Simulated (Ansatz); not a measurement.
Consider the following.

SiMo:
```
CELL_PARAMETERS angstrom
     -1.67949     1.67949     5.34417
      1.67949    -1.67949     5.34417
      1.67949     1.67949    -5.34417
ATOMIC_POSITIONS crystal
  Mo 0.99470 0.99470 0.00000
  Mo 0.74470 0.24470 0.50000
  Si 0.42130 0.42130 0.00000
  Si 0.17130 0.67130 0.50000
```

This is the PBE-relaxed structure.

Q: All from plane-wave PAW PBE (Ansatz code), unless another level is named. Predict the electronic character.

A: metallic (no gap).

Q: And the density of states at the Fermi level?

A: 0.16 states/eV per atom (mean over ±0.08 eV).

Q: Next, the formation energy from the elements (no fitted shifts)?

A: -29 kJ/mol of atoms.

Space group I4_1md. A made-up cell: these elements were put on the sites of a structure type; neither database checked (COD, Materials Project) lists it. Whether it is the stable phase at ambient conditions was not checked. The cell was relaxed with PBE under the symmetry of its start; its stability against distortions is not shown here. No spin polarisation was allowed. The references are the lowest solids computed at this level, not always the standard phases. Scalar-relativistic: spin–orbit coupling is off unless named, which matters more the heavier the elements.

Potentials: the later of the program's two PAW sets.
